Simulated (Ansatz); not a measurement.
TlIO3:
```
TlIO3
1.0
    3.14488     1.81570     2.64413
   -3.14488     1.81570     2.64413
    0.00000    -3.63140     2.64413
Tl I O
1 1 3
Cartesian
  0.00000   0.00000   0.04508
  0.00000   0.00000   3.98395
  1.39157   0.80342   4.83810
 -1.39157   0.80342   4.83810
  0.00000  -1.60684   4.83810
```

Relaxed with r²SCAN+D4. Independent-particle spectrum: no excitons, no local fields, no scissors shift; 0.1 eV broadening; ε₁ of the summed bands alone.

**Question.** Tabulate the dielectric function from r²SCAN+D4 in the plane-wave PAW code Ansatz.

**Answer.** 

```tsv
E (eV)	ε₁ xx	ε₂ xx	ε₁ zz	ε₂ zz
0.0	4.95	0.00	4.11	0.00
0.4	4.97	0.00	4.12	0.00
0.8	5.02	0.00	4.15	0.00
1.2	5.11	0.00	4.21	0.00
1.6	5.25	0.00	4.30	0.00
2.0	5.47	0.00	4.42	0.00
2.4	5.79	0.00	4.60	0.00
2.8	6.34	0.00	4.86	0.00
3.2	7.41	0.93	5.28	0.03
3.6	7.31	1.69	5.87	0.23
4.0	7.52	2.83	6.74	0.69
4.4	7.39	2.86	7.80	2.33
4.8	7.43	5.67	6.63	5.25
5.2	5.46	5.55	2.94	5.59
5.6	5.19	5.53	3.25	3.38
6.0	4.97	6.23	3.49	3.05
6.4	3.77	7.22	4.04	3.54
6.8	3.03	6.89	4.13	4.82
7.2	1.42	7.67	3.10	4.51
7.6	-1.16	6.61	3.06	6.13
8.0	-0.71	5.04	0.58	6.75
8.4	-0.75	5.12	-0.11	4.33
8.8	-2.21	4.34	-0.20	4.26
9.2	-2.09	2.59	-0.55	3.31
9.6	-1.87	1.74	-1.06	2.63
10.0	-0.77	1.09	-0.25	2.19
10.4	-0.26	1.03	-0.65	1.97
10.8	0.03	1.49	-0.38	1.21
11.2	-0.10	0.98	0.17	0.81
11.6	0.49	0.70	0.64	0.74
12.0	1.00	0.85	1.20	0.72
```

**Question.** From ε at 4.0 eV (xx: 7.52 + 2.83i), find n, k, the normal reflectivity and the absorption coefficient.

**Answer.** n = 2.79, k = 0.507, R = 24 %, α = 2kE/ħc = 210000 cm⁻¹.

With all bands, ε∞ without local fields is 5.15 (xx = yy), 4.33 (zz).

Space group R3m. The workflow started from a Materials Project entry (that database holds measured and hypothetical structures alike); the Crystallography Open Database copy checked does not list it. Whether it is the stable phase at ambient conditions was not checked. The r²SCAN+D4 relaxation kept the symmetry of its start; its stability against distortions is not shown here. Scalar-relativistic: spin–orbit coupling is off unless named, which matters more the heavier the elements.

Potentials: the later of the program's two PAW sets.
